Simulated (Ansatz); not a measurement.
Put InTe3Mo in R3m (No. 160): In on 3a; Te on 9b; Mo on 3a.

Computed with DFT PBE, scalar-relativistic, plane waves, PAW (Ansatz 0.2.0). Cutoff 420 eV, Γ-centred mesh, Gaussian smearing, no spin polarisation.

Formation energies are uncorrected and refer to the elements' standard structures at the same level.

Question: Which cell and coordinates does it relax to?

Answer:

Space group R3m:H (No. 160). a = 8.123 Å, b = 8.123 Å, c = 7.374 Å, α = 90.00°, β = 90.00°, γ = 120.00°
```json
{"atom": "In", "site": "3a", "symmetry": "3m", "x": "0.0000", "y": "0.0000", "z": "0.9544"}
{"atom": "Te", "site": "9b", "symmetry": ".m", "x": "0.8103", "y": "0.1897", "z": "0.6153"}
{"atom": "Mo", "site": "3a", "symmetry": "3m", "x": "0.0000", "y": "0.0000", "z": "0.5684"}
```

In is surrounded by 1 Mo at 2.85 Å, 3 Te at 3.15 Å and 3 Te at 3.66 Å; Te is surrounded by 1 Mo at 2.69 Å, 1 Mo at 2.92 Å and 1 In at 3.15 Å; Mo has 3 Te at 2.69 Å, 1 In at 2.85 Å and 3 Te at 2.92 Å. Another local minimum with the same sites may exist.

Question: Where does its energy lie, and is it a metal?

Answer: The energy over the elements is +0.15 eV/atom and the gap on the 6×6×6 mesh of the 5-atom cell is 0 eV (a metal). The separate elements lie lower, so it is unstable against them.

The last run used Gaussian smearing of 0.10 eV. Spin–orbit coupling, which can matter for Te, is left out. The reference form of Te is held partly by dispersion forces, which this level lacks. Symmetry constrained the relaxation, so the result can be a saddle point.
